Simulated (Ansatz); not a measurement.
TaO2 (rutile, space group No. 136) under volume change, PBEsol (plane waves, PAW; program Ansatz), shape and atoms relaxed at each volume.

| V (Å³/atom) | E − E(relaxed) (meV/atom) | P (GPa) |
|---|---|---|
| 10.596 | (withheld) | (withheld) |
| 10.945 | 39.9 | 19.37 |
| 11.294 | 9.4 | 8.90 |
| 11.644 | 0.0 | 0.00 |
| 11.993 | 8.4 | -7.55 |
| 12.342 | (withheld) | (withheld) |
| 12.691 | 68.4 | -19.29 |

Q: Some entries are withheld; supply them.

A: 
- 12.342, E − E(relaxed) (meV/atom): 32.1
- 12.342, P (GPa): -13.93
- 10.596, E − E(relaxed) (meV/atom): 95.2
- 10.596, P (GPa): 31.70

Q: What does a third-order Birch–Murnaghan fit give for V₀, B₀ and B′?

A: V₀ = 11.64 Å³/atom, B₀ = 272 GPa, B′ = 4.5.

Space group P4_2/mnm (rutile). The workflow started from a Materials Project entry (that database holds measured and hypothetical structures alike); the Crystallography Open Database copy checked does not list it. Whether it is the stable phase at ambient conditions was not checked. The PBEsol relaxation kept the symmetry of its start; of distortions, only those at the zone centre were tested. No spin polarisation was allowed. Spin–orbit coupling is left out wherever it is not named.

Potentials: the later of the program's two PAW sets.
